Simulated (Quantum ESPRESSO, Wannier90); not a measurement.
## Tight-binding from DFT: SnS (Pnma)

Structure: Materials Project mp-2231, symmetrised, not relaxed again. COD (Crystallography Open Database) has the formula in 3 space groups, this one among them (matched by group alone). Method: PBEsol plane waves in Quantum ESPRESSO 7.5 (PseudoDojo norm-conserving files, 58 Ry, no spin polarisation, no spin-orbit coupling), Bloch states on a 4×6×4 mesh through Γ, Wannier90 4.0.1. Density: 4×8×8 mesh, cold smearing 0.01 Ry. The cell is built of weakly bound layers, chains or molecules, whose nearest atoms lie 3.52 Å apart. Database cells relaxed without dispersion often hold them too far apart, which can enlarge gaps and weakens couplings between them; spacing and stacking were not compared with the measured crystal. Spin-orbit coupling is left out although heavy elements are present.

On the energy scale of pw.x, whose zero is arbitrary, the valence-band maximum lies at 7.47 eV.

Input w.win:

```
num_bands = 20
num_wann = 20
exclude_bands = 21-68
num_iter = 800
conv_tol = 1.0e-6
conv_window = 4
write_hr = true
write_u_matrices = true
auto_projections = true
begin unit_cell_cart
ang
   11.3920200000    0.0000000000    0.0000000000
    0.0000000000    3.9568600000    0.0000000000
    0.0000000000    0.0000000000    4.5328100000
end unit_cell_cart
begin atoms_frac
Sn  -0.3783700000  0.2500000000  0.3695400000
Sn   0.3783700000 -0.2500000000 -0.3695400000
Sn  -0.1216300000 -0.2500000000 -0.1304600000
Sn   0.1216300000  0.2500000000  0.1304600000
S    0.3475000000  0.2500000000  0.0106000000
S   -0.3475000000 -0.2500000000 -0.0106000000
S    0.1525000000 -0.2500000000 -0.4894000000
S   -0.1525000000  0.2500000000  0.4894000000
end atoms_frac
mp_grid = 4 6 4
begin kpoints
0.0000000000 0.0000000000 0.0000000000
0.0000000000 0.0000000000 0.2500000000
0.0000000000 0.0000000000 0.5000000000
... (93 more lines: the 4x6x4 mesh through Gamma)
end kpoints
```

Input of pw2wannier90.x that gives the overlap and projection files (equivalent; here they were cut from one run over all bands):

```
&inputpp
  outdir = './out'
  prefix = 'pwscf'
  seedname = 'w'
  write_amn = .true.
  write_mmn = .true.
  atom_proj = .true.
  atom_proj_exclude = 6 7 8 9 15 16 17 18 24 25 26 27 33 34 35 36 37 38 39 40 41 42 43 44 45 46 47 48 49 50 51 52
/
```

Output w.wout (banner and timings cut):

```
                                    ------
                                    SYSTEM
                                    ------

                              Lattice Vectors (Ang)
                    a_1    11.392020   0.000000   0.000000
                    a_2     0.000000   3.956860   0.000000
                    a_3     0.000000   0.000000   4.532810

                   Unit Cell Volume:     204.32379  (Ang^3)

                        Reciprocal-Space Vectors (Ang^-1)
                    b_1     0.551543   0.000000   0.000000
                    b_2     0.000000   1.587922   0.000000
                    b_3     0.000000   0.000000   1.386157

 *----------------------------------------------------------------------------*
 |   Site       Fractional Coordinate          Cartesian Coordinate (Ang)     |
 +----------------------------------------------------------------------------+
 | sn   1  -0.37837   0.25000   0.36954   |   -4.31040   0.98921   1.67505    |
 | sn   2   0.37837  -0.25000  -0.36954   |    4.31040  -0.98921  -1.67505    |
 | sn   3  -0.12163  -0.25000  -0.13046   |   -1.38561  -0.98921  -0.59135    |
 | sn   4   0.12163   0.25000   0.13046   |    1.38561   0.98921   0.59135    |
 | s    1   0.34750   0.25000   0.01060   |    3.95873   0.98921   0.04805    |
 | s    2  -0.34750  -0.25000  -0.01060   |   -3.95873  -0.98921  -0.04805    |
 | s    3   0.15250  -0.25000  -0.48940   |    1.73728  -0.98921  -2.21836    |
 | s    4  -0.15250   0.25000   0.48940   |   -1.73728   0.98921   2.21836    |
 *----------------------------------------------------------------------------*
                                ------------
                                K-POINT GRID
                                ------------

             Grid size =  4 x  6 x  4      Total points =   96

 *---------------------------------- MAIN ------------------------------------*
 |  Number of Wannier Functions               :                20             |
 |  Number of Objective Wannier Functions     :                20             |
 |  Number of input Bloch states              :                20             |
 |  Output verbosity (1=low, 5=high)          :                 1             |
 |  Timing Level (1=low, 5=high)              :                 1             |
 |  Optimisation (0=memory, 3=speed)          :                 3             |
 |  Length Unit                               :               Ang             |
 |  Post-processing setup (write *.nnkp)      :                 F             |
 |  Using Gamma-only branch of algorithms     :                 F             |
 *----------------------------------------------------------------------------*
 *------------------------------- WANNIERISE ---------------------------------*
 |  Total number of iterations                :               800             |
 |  Number of CG steps before reset           :                 5             |
 |  Trial step length for line search         :             2.000             |
 |  Convergence tolerence                     :         0.100E-05             |
 |  Convergence window                        :                 4             |
 |  Iterations between writing output         :                 1             |
 |  Iterations between backing up to disk     :               100             |
 |  Write r^2_nm to file                      :                 F             |
 |  Write xyz WF centres to file              :                 F             |
 |  Write on-site energies <0n|H|0n> to file  :                 F             |
 |  Use guiding centre to control phases      :                 F             |
 |  Use phases for initial projections        :                 F             |
 *----------------------------------------------------------------------------*
 *-------------------------------- PLOTTING ----------------------------------*
 |  Plotting Hamiltonian in WF basis          :                 T             |
 *----------------------------------------------------------------------------*

 *---------------------------------- K-MESH ----------------------------------*
 +----------------------------------------------------------------------------+
 |                    Distance to Nearest-Neighbour Shells                    |
 |                    ------------------------------------                    |
 |          Shell             Distance (Ang^-1)          Multiplicity         |
 |          -----             -----------------          ------------         |
 |             1                   0.137886                      2            |
 |             2                   0.264654                      2            |
 |             3                   0.275771                      2            |
 |             4                   0.298419                      4            |
 |             5                   0.346539                      2            |
 |             6                   0.372964                      4            |
 |             7                   0.382219                      4            |
 |             8                   0.413657                      2            |
       ... (lines left out)
 +----------------------------------------------------------------------------+
 | The b-vectors are chosen automatically                                     |
 | SVD found small singular value, Rejecting this shell and trying the next   |
 | The following shells are used:                       1,  2,  5             |
 +----------------------------------------------------------------------------+
 |                        Shell   # Nearest-Neighbours                        |
 |                        -----   --------------------                        |
 |                          1               2                                 |
 |                          2               2                                 |
 |                          3               2                                 |
 +----------------------------------------------------------------------------+
 | Completeness relation is fully satisfied [Eq. (B1), PRB 56, 12847 (1997)]  |
 +----------------------------------------------------------------------------+
 |                  b_k Vectors (Ang^-1) and Weights (Ang^2)                  |
 |                  ----------------------------------------                  |
 |            No.         b_k(x)      b_k(y)      b_k(z)        w_b           |
 |            ---        --------------------------------     --------        |
 |             1         0.137886    0.000000    0.000000    26.298545        |
 |             2        -0.137886    0.000000    0.000000    26.298545        |
 |             3         0.000000    0.264654    0.000000     7.138618        |
 |             4         0.000000   -0.264654    0.000000     7.138618        |
 |             5         0.000000    0.000000    0.346539     4.163564        |
 |             6         0.000000    0.000000   -0.346539     4.163564        |
 +----------------------------------------------------------------------------+
 |                           b_k Directions (Ang^-1)                          |
 |                           -----------------------                          |
 |            No.           x           y           z                         |
 |            ---        --------------------------------                     |
 |             1         0.137886    0.000000    0.000000                     |
 |             2         0.000000    0.264654    0.000000                     |
 |             3         0.000000    0.000000    0.346539                     |
 +----------------------------------------------------------------------------+

 Starting a new Wannier90 calculation ...

 Reading overlaps from w.mmn

 Reading projections from w.amn

 *------------------------------- WANNIERISE ---------------------------------*
 +--------------------------------------------------------------------+<-- CONV
 | Iter  Delta Spread     RMS Gradient      Spread (Ang^2)            |<-- CONV
 +--------------------------------------------------------------------+<-- CONV

 ------------------------------------------------------------------------------
 Initial State
  WF centre and spread    1  ( -4.306669,  0.989215,  1.669873 )     0.42492106
  WF centre and spread    2  ( -4.304665,  0.989215,  1.672249 )     0.42571036
  WF centre and spread    3  ( -4.308303,  0.989215,  1.664837 )     0.43689184
  WF centre and spread    4  ( -4.301026,  0.989215,  1.673384 )     0.43597624
  WF centre and spread    5  ( -4.305370,  0.989215,  1.673793 )     0.42579342
  WF centre and spread    6  (  4.306669, -0.989215, -1.669873 )     0.42492106
  WF centre and spread    7  (  4.304665, -0.989215, -1.672249 )     0.42571036
  WF centre and spread    8  (  4.308303, -0.989215, -1.664837 )     0.43689184
  WF centre and spread    9  (  4.301026, -0.989215, -1.673384 )     0.43597624
  WF centre and spread   10  (  4.305370, -0.989215, -1.673793 )     0.42579342
  WF centre and spread   11  ( -1.389341, -0.989215, -0.596531 )     0.42492109
  WF centre and spread   12  ( -1.391345, -0.989215, -0.594156 )     0.42571036
  WF centre and spread   13  ( -1.387707, -0.989215, -0.601568 )     0.43689184
  WF centre and spread   14  ( -1.394984, -0.989215, -0.593021 )     0.43597624
  WF centre and spread   15  ( -1.390640, -0.989215, -0.592612 )     0.42579342
  WF centre and spread   16  (  1.389341,  0.989215,  0.596531 )     0.42492109
  WF centre and spread   17  (  1.391345,  0.989215,  0.594156 )     0.42571036
  WF centre and spread   18  (  1.387707,  0.989215,  0.601568 )     0.43689184
  WF centre and spread   19  (  1.394984,  0.989215,  0.593021 )     0.43597624
  WF centre and spread   20  (  1.390640,  0.989215,  0.592612 )     0.42579342
  Sum of centres and spreads ( -0.000000, -0.000000, -0.000000 )     8.59717171

      0     0.860E+01     0.0000000000        8.5971717048  <-- CONV
        O_D=      0.0000159 O_OD=      0.0017993 O_TOT=      8.5971717 <-- SPRD
 ------------------------------------------------------------------------------
      1    -0.282E-05     0.0014424869        8.5971688839  <-- CONV
        O_D=      0.0000157 O_OD=      0.0017967 O_TOT=      8.5971689 <-- SPRD
      2    -0.778E-07     0.0004624630        8.5971688061  <-- CONV
        O_D=      0.0000156 O_OD=      0.0017966 O_TOT=      8.5971688 <-- SPRD
      3    -0.669E-07     0.0005362839        8.5971687392  <-- CONV
        O_D=      0.0000156 O_OD=      0.0017965 O_TOT=      8.5971687 <-- SPRD
      4    -0.100E-07     0.0002512777        8.5971687292  <-- CONV
        O_D=      0.0000156 O_OD=      0.0017965 O_TOT=      8.5971687 <-- SPRD
      5    -0.439E-08     0.0001273950        8.5971687248  <-- CONV
        O_D=      0.0000156 O_OD=      0.0017965 O_TOT=      8.5971687 <-- SPRD
             <<<     Delta < 1.000E-06  over  4 iterations     >>>
             <<< Wannierisation convergence criteria satisfied >>>
 Final State
  WF centre and spread    1  ( -4.306669,  0.989215,  1.669873 )     0.42492107
  WF centre and spread    2  ( -4.304665,  0.989215,  1.672249 )     0.42571072
  WF centre and spread    3  ( -4.308303,  0.989215,  1.664837 )     0.43689095
  WF centre and spread    4  ( -4.301027,  0.989215,  1.673384 )     0.43597581
  WF centre and spread    5  ( -4.305370,  0.989215,  1.673793 )     0.42579363
  WF centre and spread    6  (  4.306669, -0.989215, -1.669873 )     0.42492107
  WF centre and spread    7  (  4.304665, -0.989215, -1.672249 )     0.42571072
  WF centre and spread    8  (  4.308303, -0.989215, -1.664837 )     0.43689095
  WF centre and spread    9  (  4.301027, -0.989215, -1.673384 )     0.43597581
  WF centre and spread   10  (  4.305370, -0.989215, -1.673793 )     0.42579363
  WF centre and spread   11  ( -1.389341, -0.989215, -0.596532 )     0.42492110
  WF centre and spread   12  ( -1.391345, -0.989215, -0.594156 )     0.42571072
  WF centre and spread   13  ( -1.387707, -0.989215, -0.601568 )     0.43689095
  WF centre and spread   14  ( -1.394983, -0.989215, -0.593021 )     0.43597581
  WF centre and spread   15  ( -1.390640, -0.989215, -0.592612 )     0.42579363
  WF centre and spread   16  (  1.389341,  0.989215,  0.596532 )     0.42492110
  WF centre and spread   17  (  1.391345,  0.989215,  0.594156 )     0.42571072
  WF centre and spread   18  (  1.387707,  0.989215,  0.601568 )     0.43689095
  WF centre and spread   19  (  1.394983,  0.989215,  0.593021 )     0.43597581
  WF centre and spread   20  (  1.390640,  0.989215,  0.592612 )     0.42579363
  Sum of centres and spreads ( -0.000000, -0.000000, -0.000000 )     8.59716873

         Spreads (Ang^2)       Omega I      =     8.595356554
        ================       Omega D      =     0.000015642
                               Omega OD     =     0.001796529
    Final Spread (Ang^2)       Omega Total  =     8.597168725
```
